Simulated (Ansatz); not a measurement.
Relaxed-ion elastic tensor of GaN (zinc blende, F-43m) in GPa (Voigt order), the program Ansatz at the PBEsol level (PAW); density 6.11 g/cm³, 11.38 Å³ per atom.

```json
[
 {"": "1", "1": "270", "2": "147", "3": "147", "4": "0.0", "5": "0.0", "6": "0.0"},
 {"": "2", "1": "147", "2": "270", "3": "147", "4": "0.0", "5": "0.0", "6": "0.0"},
 {"": "3", "1": "147", "2": "147", "3": "270", "4": "0.0", "5": "0.0", "6": "0.0"},
 {"": "4", "1": "0.0", "2": "0.0", "3": "0.0", "4": "152", "5": "0.0", "6": "0.0"},
 {"": "5", "1": "0.0", "2": "0.0", "3": "0.0", "4": "0.0", "5": "152", "6": "0.0"},
 {"": "6", "1": "0.0", "2": "0.0", "3": "0.0", "4": "0.0", "5": "0.0", "6": "152"}
]
```

Task: Is the crystal mechanically stable?

Result: Yes: the smallest eigenvalue of C is 123 GPa.

Task: Work out the Voigt, Reuss and Hill averages.

Result: K_V = 188, K_R = 188, K_H = 188; G_V = 116, G_R = 95.7, G_H = 106 GPa.

Task: Give Young's modulus, Poisson's ratio, Pugh's ratio and the universal anisotropy index.

Result: E = 9KG/(3K + G) = 267 GPa; ν = 0.26; K/G = 1.78 (near the Pugh limit of 1.75, no verdict); A_U = 5G_V/G_R + K_V/K_R − 6 = 1.04.

Task: Estimate the sound speeds and the Debye temperature.

Result: v_l = √((K + 4G/3)/ρ) = 7340 m/s, v_t = √(G/ρ) = 4160 m/s, mean 4620 m/s; Θ = (h/k)(3n/4πV)^(1/3) v_m = 612 K.

Task: Give the Zener ratio and Young's modulus along [100], [110] and [111].

Result: A = 2C44/(C11 − C12) = 2.46; 1/E = S11 − 2(S11 − S12 − S44/2)Γ with Γ = 0, 1/4, 1/3 gives 167, 279, 359 GPa.

The PBEsol relaxation kept the symmetry of its start.

Potentials: the later of the program's two PAW sets.
